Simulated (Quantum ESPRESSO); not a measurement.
# Ta6AlPd: finding a planted mistake in a log

Computed values, not a measurement. The program is pw.x of Quantum ESPRESSO 7.5 (plane-wave density functional theory). The cell is made up: eight metal atoms on a face-centred cubic lattice, with elements, volume, strain and displacements drawn at random and not relaxed, so it may be unstable or far from any real phase. PseudoDojo standard norm-conserving files set the functional (PBE unless stated); there is no spin polarisation or spin-orbit coupling, the Fermi-Dirac width of 0.25 eV means electrons at about 2900 K, and the masses in the input are unused placeholders. Heavy elements are run without spin-orbit coupling, which real alloys of them have. A spin test at this wide smearing found no moment, but such smearing suppresses magnetism that the real alloy may have.

Intended input:

```
&control calculation='scf', pseudo_dir='./dojo.nc.sr.pbe.v0_5.standard.upf', outdir='./o', disk_io='minimal', tprnfor=.true., tstress=.true. /
&system ibrav=0, nat=8, ntyp=3, nbnd=67, ecutwfc=82.02448710, nosym=.true., tot_charge=0,
 occupations='smearing', smearing='fd', degauss=0.0183746611
/
&electrons conv_thr=1.470e-08, electron_maxstep=70, mixing_beta=0.5 /
ATOMIC_SPECIES
Al 1.0 Al.upf
Pd 1.0 Pd.upf
Ta 1.0 Ta.upf
CELL_PARAMETERS angstrom
0.0 2.0579 2.0579
-4.1159 2.0579 -2.0579
-4.1159 -6.1738 6.1738
ATOMIC_POSITIONS angstrom
Ta -0.1047 0.0378 -0.1391
Ta -4.2267 -4.0469 3.9477
Ta -4.1334 -2.0523 2.0038
Ta -4.1742 -0.0306 0.0102
Al -2.0852 -2.1044 4.1376
Ta -2.1855 0.0802 2.179
Pd -2.081 2.1234 0.0185
Ta -6.2379 -2.1227 4.159
K_POINTS automatic
8 5 3 1 1 1
```

The log is shortened where brackets say so; the opening notice, blank lines, dates and the lines on written files are dropped, and the path of the files is cut. It prints rydbergs, bohrs and kilobars, and counts compression as positive stress. Its total energy is the free energy E - TS of the whole cell.

Log of the intended run:

```
     Program PWSCF v.7.5
     Parallel version (MPI & OpenMP), running on       4 processor cores
     Number of MPI processes:                 4
     Threads/MPI process:                     1
     [start-up lines left out]
     bravais-lattice index     =            0
     lattice parameter (alat)  =       5.4997  a.u.
     unit-cell volume          =     941.0338 (a.u.)^3
     number of atoms/cell      =            8
     number of atomic types    =            3
     number of electrons       =        99.00
     number of Kohn-Sham states=           67
     kinetic-energy cutoff     =      82.0245  Ry
     charge density cutoff     =     328.0979  Ry
     scf convergence threshold =      1.5E-08
     mixing beta               =       0.5000
     number of iterations used =            8  plain     mixing
     Exchange-correlation= PBE
                           (   1   4   3   4   0   0   0)
     [axes and pseudopotential details left out]
   Cartesian axes
     site n.     atom                  positions (alat units)
         1        Ta     tau(   1) = (  -0.0359755   0.0129883  -0.0477956  )
         2        Ta     tau(   2) = (  -1.4523195  -1.3905391   1.3564534  )
         3        Ta     tau(   3) = (  -1.4202610  -0.7051826   0.6885177  )
         4        Ta     tau(   4) = (  -1.4342802  -0.0105143   0.0035048  )
         5        Al     tau(   5) = (  -0.7164872  -0.7230845   1.4217042  )
         6        Ta     tau(   6) = (  -0.7509509   0.0275572   0.7487175  )
         7        Pd     tau(   7) = (  -0.7150441   0.7296130   0.0063567  )
         8        Ta     tau(   8) = (  -2.1433798  -0.7293724   1.4290573  )
     number of k points=    60  Fermi-Dirac smearing, width (Ry)=  0.0184
                       cart. coord. in units 2pi/alat
        k(    1) = (  -0.0824936   0.0324092   0.0559791), wk =   0.0333333
        k(    2) = (   0.0353532   0.1502589  -0.0618706), wk =   0.0333333
     [further k points left out]
     Dense  grid:    94399 G-vectors     FFT dimensions: (  32,  60, 108)
     Estimated max dynamical RAM per process >     353.22 MB
     Estimated total dynamical RAM >       1.31 GB
     Initial potential from superposition of free atoms
     starting charge      98.9919, renormalised to      99.0000
     Starting wfcs are   73 randomized atomic wfcs
     total cpu time spent up to now is       11.3 secs
     per-process dynamical memory:   287.2 Mb
     Self-consistent Calculation
     iteration #  1     ecut=    82.02 Ry     beta= 0.50
     Davidson diagonalization with overlap
     ethr =  1.00E-02,  avg # of iterations =  2.5
     total cpu time spent up to now is       31.8 secs
     total energy              =   -1042.77078222 Ry
     estimated scf accuracy    <      20.80940077 Ry
     iteration #  2     ecut=    82.02 Ry     beta= 0.50
     Davidson diagonalization with overlap
     ethr =  1.00E-02,  avg # of iterations =  5.2
     total cpu time spent up to now is       58.4 secs
     total energy              =   -1038.01155188 Ry
     estimated scf accuracy    <     278.32555596 Ry
     [iterations 3 to 18 left out]
     iteration # 19     ecut=    82.02 Ry     beta= 0.50
     Davidson diagonalization with overlap
     ethr =  1.70E-10,  avg # of iterations =  5.5
     total cpu time spent up to now is      396.9 secs
     total energy              =   -1056.87974374 Ry
     estimated scf accuracy    <       0.00000012 Ry
     iteration # 20     ecut=    82.02 Ry     beta= 0.50
     Davidson diagonalization with overlap
     ethr =  1.23E-10,  avg # of iterations =  1.4
     total cpu time spent up to now is      417.7 secs
     End of self-consistent calculation
     [lines on levels left out]
!    total energy              =   -1056.87974375 Ry
     estimated scf accuracy    <          3.9E-09 Ry
     smearing contrib. (-TS)   =      -0.11641501 Ry
     internal energy E=F+TS    =   -1056.76332874 Ry
     The total energy is F=E-TS. E is the sum of the following terms:
     one-electron contribution =    -317.26604142 Ry
     hartree contribution      =     206.08716188 Ry
     xc contribution           =    -222.24107357 Ry
     ewald contribution        =    -723.34337563 Ry
     convergence has been achieved in  20 iterations
     Forces acting on atoms (cartesian axes, Ry/au):
     atom    1 type  3   force =    -0.01404604   -0.01218654    0.03745629
     atom    2 type  3   force =     0.03926205   -0.03149282    0.04940409
     atom    3 type  3   force =    -0.02005325   -0.00571449    0.02586195
     atom    4 type  3   force =    -0.01054452    0.04216636   -0.01550975
     atom    5 type  1   force =    -0.00321047    0.00460398   -0.00745442
     atom    6 type  3   force =     0.06544514   -0.01973935   -0.02891590
     atom    7 type  2   force =    -0.02434302   -0.01479844   -0.00301664
     atom    8 type  3   force =    -0.03250990    0.03716129   -0.05782560
     Total force =     0.148844     Total SCF correction =     0.000091
     Computing stress (Cartesian axis) and pressure
          total   stress  (Ry/bohr**3)                   (kbar)     P=       59.26
   0.00048254   0.00001346  -0.00001175           70.98        1.98       -1.73
   0.00001346   0.00036467  -0.00005180            1.98       53.64       -7.62
  -0.00001175  -0.00005180   0.00036139           -1.73       -7.62       53.16
     init_run     :      7.35s CPU      7.62s WALL (       1 calls)
     electrons    :    404.69s CPU    406.46s WALL (       1 calls)
     forces       :      4.83s CPU      4.87s WALL (       1 calls)
     stress       :     12.28s CPU     12.59s WALL (       1 calls)
     [timing details left out]
     PWSCF        :   7m12.84s CPU   7m15.25s WALL
     JOB DONE.
```

A second run was made from an input with one planted mistake. Its log:

```
     Program PWSCF v.7.5
     Parallel version (MPI & OpenMP), running on       4 processor cores
     Number of MPI processes:                 4
     Threads/MPI process:                     1
     [start-up lines left out]
     bravais-lattice index     =            0
     lattice parameter (alat)  =       5.4997  a.u.
     unit-cell volume          =     941.0338 (a.u.)^3
     number of atoms/cell      =            8
     number of atomic types    =            3
     number of electrons       =        99.00
     number of Kohn-Sham states=           67
     kinetic-energy cutoff     =      82.0245  Ry
     charge density cutoff     =     328.0979  Ry
     scf convergence threshold =      1.5E-08
     mixing beta               =       0.5000
     number of iterations used =            8  plain     mixing
     Exchange-correlation= PBE
                           (   1   4   3   4   0   0   0)
     [axes and pseudopotential details left out]
   Cartesian axes
     site n.     atom                  positions (alat units)
         1        Ta     tau(   1) = (  -0.0359755   0.0129883  -0.0477956  )
         2        Ta     tau(   2) = (  -1.4523195  -1.3905391   1.3564534  )
         3        Ta     tau(   3) = (  -1.4202610  -0.7051826   0.6885177  )
         4        Ta     tau(   4) = (  -1.4342802  -0.0105143   0.0035048  )
         5        Al     tau(   5) = (  -0.7164872  -0.7230845   1.4217042  )
         6        Ta     tau(   6) = (  -0.7509509   0.0275572   0.7487175  )
         7        Ta     tau(   7) = (  -0.7150441   0.7296130   0.0063567  )
         8        Pd     tau(   8) = (  -2.1433798  -0.7293724   1.4290573  )
     number of k points=    60  Fermi-Dirac smearing, width (Ry)=  0.0184
                       cart. coord. in units 2pi/alat
        k(    1) = (  -0.0824936   0.0324092   0.0559791), wk =   0.0333333
        k(    2) = (   0.0353532   0.1502589  -0.0618706), wk =   0.0333333
     [further k points left out]
     Dense  grid:    94399 G-vectors     FFT dimensions: (  32,  60, 108)
     Estimated max dynamical RAM per process >     353.22 MB
     Estimated total dynamical RAM >       1.31 GB
     Initial potential from superposition of free atoms
     starting charge      98.9919, renormalised to      99.0000
     Starting wfcs are   73 randomized atomic wfcs
     total cpu time spent up to now is        8.2 secs
     per-process dynamical memory:   287.2 Mb
     Self-consistent Calculation
     iteration #  1     ecut=    82.02 Ry     beta= 0.50
     Davidson diagonalization with overlap
     ethr =  1.00E-02,  avg # of iterations =  2.5
     total cpu time spent up to now is       31.6 secs
     total energy              =   -1041.88645944 Ry
     estimated scf accuracy    <      21.95635912 Ry
     iteration #  2     ecut=    82.02 Ry     beta= 0.50
     Davidson diagonalization with overlap
     ethr =  1.00E-02,  avg # of iterations =  5.3
     total cpu time spent up to now is       60.9 secs
     total energy              =   -1039.47144566 Ry
     estimated scf accuracy    <     298.18548190 Ry
     [iterations 3 to 18 left out]
     iteration # 19     ecut=    82.02 Ry     beta= 0.50
     Davidson diagonalization with overlap
     ethr =  1.87E-10,  avg # of iterations =  2.0
     total cpu time spent up to now is      404.7 secs
     total energy              =   -1056.88037183 Ry
     estimated scf accuracy    <       0.00000010 Ry
     iteration # 20     ecut=    82.02 Ry     beta= 0.50
     Davidson diagonalization with overlap
     ethr =  9.84E-11,  avg # of iterations =  1.2
     total cpu time spent up to now is      421.3 secs
     End of self-consistent calculation
     [lines on levels left out]
!    total energy              =   -1056.88037184 Ry
     estimated scf accuracy    <          8.9E-09 Ry
     smearing contrib. (-TS)   =      -0.11543290 Ry
     internal energy E=F+TS    =   -1056.76493893 Ry
     The total energy is F=E-TS. E is the sum of the following terms:
     one-electron contribution =    -297.47223481 Ry
     hartree contribution      =     196.18099532 Ry
     xc contribution           =    -222.24729469 Ry
     ewald contribution        =    -733.22640475 Ry
     convergence has been achieved in  20 iterations
     Forces acting on atoms (cartesian axes, Ry/au):
     atom    1 type  3   force =     0.03552410    0.00320754    0.02530287
     atom    2 type  3   force =     0.03739191   -0.01958323    0.03135404
     atom    3 type  3   force =    -0.02087164   -0.01057633    0.03077229
     atom    4 type  3   force =    -0.04632000    0.02312749    0.00393377
     atom    5 type  1   force =    -0.01345096    0.00062097   -0.00540478
     atom    6 type  3   force =     0.06046768   -0.02621067   -0.01512528
     atom    7 type  3   force =    -0.04090050   -0.00278820   -0.02924464
     atom    8 type  2   force =    -0.01184060    0.03220242   -0.04158827
     Total force =     0.138177     Total SCF correction =     0.000442
     Computing stress (Cartesian axis) and pressure
          total   stress  (Ry/bohr**3)                   (kbar)     P=       66.05
   0.00050306  -0.00000401  -0.00001402           74.00       -0.59       -2.06
  -0.00000401   0.00037773  -0.00007689           -0.59       55.57      -11.31
  -0.00001402  -0.00007689   0.00046630           -2.06      -11.31       68.60
     init_run     :      7.15s CPU      7.44s WALL (       1 calls)
     electrons    :    410.53s CPU    413.11s WALL (       1 calls)
     forces       :      3.47s CPU      3.50s WALL (       1 calls)
     stress       :     10.95s CPU     11.21s WALL (       1 calls)
     [timing details left out]
     PWSCF        :   7m12.92s CPU   7m16.11s WALL
     JOB DONE.
```

Question: the log repeats what the program read. Compare it with the intended run: what was wrong in the second input?

Answer: two atoms have their elements exchanged. The input lines that differ:

```
- Pd -2.081 2.1234 0.0185
- Ta -6.2379 -2.1227 4.159
+ Ta -2.081 2.1234 0.0185
+ Pd -6.2379 -2.1227 4.159
```

|  | intended run | run with the mistake |
| --- | --- | --- |
| free energy (eV) | -14379.581 | -14379.590 |
| entropy term -TS, part of it (eV) | -1.584 | -1.571 |
| pressure (GPa) | 5.93 | 6.61 |
| size of the largest force component (eV/Å) | 1.683 | 1.555 |
| largest change of a force component (eV/Å) |  | 1.274 |
| iterations | 20 | 20 |

For scale, a rerun of the intended cell at a higher cutoff and on a denser mesh moved values by no more than 0.006 eV in energy, 0.04 GPa in stress and 0.006 eV/Å in force, and a second program with other atomic files agreed on that cell to 2 % rms in force and 0.5 GPa in pressure.